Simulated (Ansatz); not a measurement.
Relaxing YSi2Pd2

Computed with DFT r2SCAN, scalar-relativistic, plane waves, PAW (Ansatz). Settings: 500 eV cutoff, 12×12×12 k-mesh, Gaussian smearing of 0.10 eV, no spin polarisation.

What was changed: relaxed at -2 GPa.

Command:

```bash
ansatz run input.yaml --threads 1 --pin off --max-ram 2560MiB --backend cpu --events-out ev --progress --plain --runs-dir out
```

Input:

```yaml
crystal:
  lattice:
    - [-2.0816903578, 2.0816903578, 4.9910326339]
    - [2.0816903578, -2.0816903578, 4.9910326339]
    - [2.0816903578, 2.0816903578, -4.9910326339]
  atoms:
    - { symbol: "Y", position: [0.0, 0.0, 0.0] }
    - { symbol: Si, position: [0.3828259089, 0.3828259089, 0.0] }
    - { symbol: Si, position: [0.6171740911, 0.6171740911, 0.0] }
    - { symbol: Pd, position: [0.75, 0.25, 0.5] }
    - { symbol: Pd, position: [0.25, 0.75, 0.5] }
basis:
  ecutwfc: 500
kpoints:
  mp_grid: { grid: [12, 12, 12] }
hamiltonian:
  xc: r2scan
scf:
  occupations: { method: gaussian, width: 0.1 }
output:
  forces: true
  stress: true
  eigenvalues: true
relax:
  adjacent_minimum: "off"
  f_tol: 0.008
  max_steps: 50
  cell: { stress_tol: 0.08, p_target: -2.0 }
```

F is the free energy. Steps run on the plane waves of an earlier cell, but the last one, and at times one on the way, on a freshly chosen basis, so a repeated geometry can differ a little in energy. The relaxation lowers the enthalpy F + PV at the target pressure, so F itself can rise.

Steps:

```
step F − F(1) (eV) largest force component (eV/Å) V (Å³/atom) P (GPa)
   1         0.0000                           0.063       17.303    -2.67
   2        -0.0074                           0.017       17.206    -1.89
   3        -0.0064                           0.011       17.222    -1.99
   4        -0.0063                           0.003       17.224    -2.00
   5        -0.0060                           0.003       17.224    -2.00
```

Relaxed structure:

```cif
data_structure
_symmetry_space_group_name_H-M 'P 1'
_symmetry_Int_Tables_number 1
_cell_length_a 5.7799
_cell_length_b 5.7799
_cell_length_c 5.7799
_cell_angle_alpha 137.810
_cell_angle_beta 137.810
_cell_angle_gamma 61.194
_cell_volume 86.12
loop_
_atom_site_label
_atom_site_type_symbol
_atom_site_fract_x
_atom_site_fract_y
_atom_site_fract_z
_atom_site_occupancy
Y1 Y 0.00000 0.00000 0.00000 1
Si1 Si 0.38246 0.38246 0.00000 1
Si2 Si 0.61754 0.61754 0.00000 1
Pd1 Pd 0.75000 0.25000 0.50000 1
Pd2 Pd 0.25000 0.75000 0.50000 1
```

Symmetry: I4/mmm, No. 139, tetragonal system. The conventional cell has a = 4.161 Å, b = 4.161 Å, c = 9.950 Å, α = 90.00°, β = 90.00°, γ = 90.00°. Y (site symmetry 4/mmm) is surrounded by 8 Si at 3.17 Å and 8 Pd at 3.24 Å. Si (site symmetry 4mm) has 1 Si at 2.34 Å and 4 Pd at 2.46 Å as nearest neighbours. Pd (site symmetry -4m2) has 4 Si at 2.46 Å as nearest neighbours.

The run converged. The run took 4.3 min on 1 thread of Arm Neoverse V1, on a shared host, peak memory 1.1 GiB.